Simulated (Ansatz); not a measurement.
Computed with Ansatz, DFT PBE, scalar-relativistic, plane waves, PAW. Settings: cutoff 420 eV, Γ-centred meshes spaced at most about 0.3 Å⁻¹ (2π included), Gaussian smearing. No spin polarisation in the final relaxations.

All energies are static (0 K, no zero-point motion).

Two relaxed structures of Sn2PbS3:

A.

```cif
data_structure
_symmetry_space_group_name_H-M 'Cmcm'
_symmetry_Int_Tables_number 63
_cell_length_a 12.4403
_cell_length_b 11.9880
_cell_length_c 4.1745
_cell_angle_alpha 90.000
_cell_angle_beta 90.000
_cell_angle_gamma 90.000
_cell_volume 622.57
loop_
_atom_site_label
_atom_site_type_symbol
_atom_site_symmetry_multiplicity
_atom_site_Wyckoff_symbol
_atom_site_fract_x
_atom_site_fract_y
_atom_site_fract_z
_atom_site_occupancy
Sn1 Sn 8 g 0.16552 0.12930 0.75000 1
Pb1 Pb 4 c 0.50000 0.13169 0.75000 1
S1 S 4 c 0.50000 0.35539 0.75000 1
S2 S 8 g 0.67028 0.84679 0.75000 1
```

B.

```cif
data_structure
_symmetry_space_group_name_H-M 'P1'
_symmetry_Int_Tables_number 1
_cell_length_a 5.9706
_cell_length_b 6.0975
_cell_length_c 9.3507
_cell_angle_alpha 89.542
_cell_angle_beta 72.888
_cell_angle_gamma 89.906
_cell_volume 325.34
loop_
_atom_site_label
_atom_site_type_symbol
_atom_site_symmetry_multiplicity
_atom_site_Wyckoff_symbol
_atom_site_fract_x
_atom_site_fract_y
_atom_site_fract_z
_atom_site_occupancy
Sn1 Sn 1 a 0.63896 0.01707 0.67785 1
Sn2 Sn 1 a 0.13945 0.48420 0.67597 1
Sn3 Sn 1 a 0.31223 0.02223 0.34670 1
Sn4 Sn 1 a 0.81267 0.47693 0.34503 1
Pb1 Pb 1 a 0.98994 0.01046 0.00714 1
Pb2 Pb 1 a 0.49057 0.48961 0.00564 1
S1 S 1 a 0.86726 0.04730 0.32852 1
S2 S 1 a 0.36768 0.45172 0.32613 1
S3 S 1 a 0.50419 0.01505 0.98628 1
S4 S 1 a 0.00470 0.48426 0.98348 1
S5 S 1 a 0.18611 0.04956 0.65982 1
S6 S 1 a 0.68624 0.45164 0.65742 1
```

Task: Which would you expect to be lower, and how large is the difference?

Result: B is lower, by 4 meV/atom. A has space group Cmcm (No. 63), 25.9 Å³/atom and a gap of 0.67 eV on its mesh; B has Sn and Pb ordered on rock salt sites, space group P1 (No. 1), 27.1 Å³/atom and a gap of 0.81 eV. Counting S atoms around Pb and Sn (those within 1.25 times the shortest such distance or 1.15 times the sum of covalent radii, 1.27 where that leaves under three; a plus sign parts nearer from farther groups), A has Sn 1+4, Pb 1+4 and B has Sn 3+2, Pb 6. Both come from invented guesses.

Weakly bound directions are ill-defined at this level, which has no dispersion term (Cmcm), and this can change margins and order among such cells. These runs have no spin–orbit coupling, which can matter for Pb. Kohn–Sham gaps at this level usually fall short of measured ones. The missing spin–orbit coupling can work the other way here. Cells relaxed within their symmetry can be saddle points; a later kick test found a lower structure for Sn2PbS3 Cmcm.
